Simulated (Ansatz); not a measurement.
Relaxed candidate structures of V:

A. Im-3m (No. 229), cI2, bcc (W type); a = b = c = 2.916 Å, α = β = γ = 90.00°; V 2a (0.000, 0.000, 0.000)

B. P6/mmm (No. 191), hP1; a = 2.5271 Å, b = 2.5271 Å, c = 2.3500 Å, α = 90.00°, β = 90.00°, γ = 120.00°; V 1a (0.000, 0.000, 0.000)

C. Pm-3m (No. 221), cP1, simple cubic type; a = b = c = 2.371 Å, α = β = γ = 90.00°; V 1a (0.000, 0.000, 0.000)

Task: Rank these by energy per atom (lowest first), as PBEsol-D3(BJ) (plane waves to 420 eV, PAW, scalar-relativistic; Ansatz, an electronic-structure program) gives it.

Result: A (reference, the lowest of the structures calculated here), B (+0.54 eV/atom), C (+0.93 eV/atom)

Each run could gain symmetry but not lose that of its start, so entries can be saddle points. From databases, or of a type measured for this composition: Im-3m, cI2, bcc (W type); the others are generated cells (placed on structure types, drawn at random, substituted or restacked) that were not matched to a known phase here. Energies are at zero temperature and pressure, without zero-point motion. No spin polarisation in the result.
